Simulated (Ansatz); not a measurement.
## CO2, one structure, two calculations

Cell: a structure deposited in the COD (listed for 1.0 GPa), ions relaxed with PBE at fixed cell.

Space group Pa-3 (No. 205); a = 5.4942 Å.

| site | Wyckoff | site symmetry | x | y | z |
| --- | --- | --- | --- | --- | --- |
| C | 4a | .-3. | 0.0000 | 0.0000 | 0.0000 |
| O | 8c | .3. | 0.1227 | 0.1227 | 0.1227 |

One atom of each set is listed.

First run. All values are calculated (Ansatz; DFT, PBE, plane waves and PAW, scalar-relativistic, 420 eV cutoff, Γ-centred 5×5×5 k-points, Fermi–Dirac smearing 0.02 eV), not measured.

```
site  V_zz (10²¹ V/m²)     η
   C             -2.94  0.00
   O              7.18  0.00
```

Second run. The same atoms and settings, except that the functional is r2SCAN and the cutoff is 500 eV.

**Question.** Given the first result, estimate the second.

**Answer.** 

```tsv
site	V_zz	η	change of V_zz
C	-3.56	0.00	-0.62
O	7.74	0.00	+0.56
```

The largest change of V_zz is on C, from -2.94 to -3.56. In per cent, |V_zz| changes by +21 on C, +8 on O (all sites that start above 0.5).

For the second run: The largest force is 0.8 eV/Å, so the atoms aren't at the calculated equilibrium and relaxing them would move these values.
